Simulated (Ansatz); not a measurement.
Starting cell, KF (rock salt):

```xyz
4
Lattice="0.0000 5.4208 5.4208 2.7104 2.7104 5.4208 2.7104 2.7104 0.0000" Properties=species:S:1:pos:R:3 pbc="T T T"
F      0.0000     0.0000     0.0000
F      2.7104     5.4208     2.7104
K      2.7104     2.7104     2.7104
K      2.7104     5.4208     5.4208
```

A phonon eigenvector at X = (0.5, 0.5, 0.0) is frozen into this cell: atom i moves by Q times the vector below, so Q is the largest atomic displacement, in Å. The cell is held. (q is in reciprocal vectors of the primitive cell; the cell shown is doubled to hold the pattern.)

```tsv
atom	x	y	z
F1	0.000	0.000	1.000
F2	0.000	0.000	-1.000
K3	0.000	0.000	-0.030
K4	0.000	0.000	0.030
```

Calculation: PBE (plane waves to 420 eV, PAW, scalar-relativistic; Ansatz, an electronic-structure program). k mesh 11×11×11 (Γ-centred), Fermi-Dirac smearing 0.05 eV. The energy includes the smearing's −TS. KF was relaxed with its symmetry unable to fall. ΔE is measured from the undisplaced structure.

```json
[
 {"Q (Å)": "-0.280", "ΔE (meV/cell)": "221.6"},
 {"Q (Å)": "-0.187", "ΔE (meV/cell)": "93.9"},
 {"Q (Å)": "-0.093", "ΔE (meV/cell)": "22.8"},
 {"Q (Å)": "0.000", "ΔE (meV/cell)": "0.0"},
 {"Q (Å)": "0.093", "ΔE (meV/cell)": "22.8"},
 {"Q (Å)": "0.187", "ΔE (meV/cell)": "93.9"},
 {"Q (Å)": "0.280", "ΔE (meV/cell)": "221.6"}
]
```

Which DFPT wavenumber at X = (0.5, 0.5, 0.0) belongs to this mode?
(A) 163 cm⁻¹
(B) 193 cm⁻¹
(C) 91 cm⁻¹

B, 193 cm⁻¹. The curvature of the scan gives 193 cm⁻¹

(For displaced atoms, the force is minus the slope of the energy, and its curvature is a force constant, which sets phonon frequencies.)
